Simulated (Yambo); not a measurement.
G0W0@PBEsol for Ba$_{2}$MgMoO$_{6}$ (space group Fm-3m, No. 225) in Yambo (2×2×2 mesh, 7 Ry block, plasmon pole, screening fixed), without a terminator:

```json
[
 {"bands N in G": "91", "gap Γ → X (eV)": "3.707", "shift of the valence edge (eV)": "0.403"},
 {"bands N in G": "143", "gap Γ → X (eV)": "3.596", "shift of the valence edge (eV)": "0.071"},
 {"bands N in G": "214", "gap Γ → X (eV)": "3.521", "shift of the valence edge (eV)": "-0.116"}
]
```

**Question.** Extrapolate both columns to infinite N with E(N) = E∞ + A/N, test the form, and compare with the terminator.

**Answer.** From two points, E∞ = (N2 E2 − N1 E1)/(N2 − N1). The two largest N give 3.37 eV for the gap and -0.49 eV for the shift; the two smallest give 3.40 eV and -0.51 eV. For the gap the slopes A are 28 and 32 eV: the 1/N form holds. For the shift the slopes A are 83 and 81 eV: the 1/N form holds. With the Bruneval-Gonze terminator and 214 bands the run gives 3.47 eV and -0.34 eV, 0.10 eV and 0.15 eV from the extrapolated values: the terminator too is an estimate of the remainder. Block, mesh and the bands in W are held fixed.

Spin-orbit coupling is not included.

Geometry of the Materials Project entry, not relaxed at this level; primitive cell a = b = c = 5.8070 Å, α = β = γ = 60.00°.

The structure is a Materials Project entry; no match was found in the copy of COD used, and its stability was not checked.

A shift is the quasiparticle energy of the state minus its PBEsol energy.
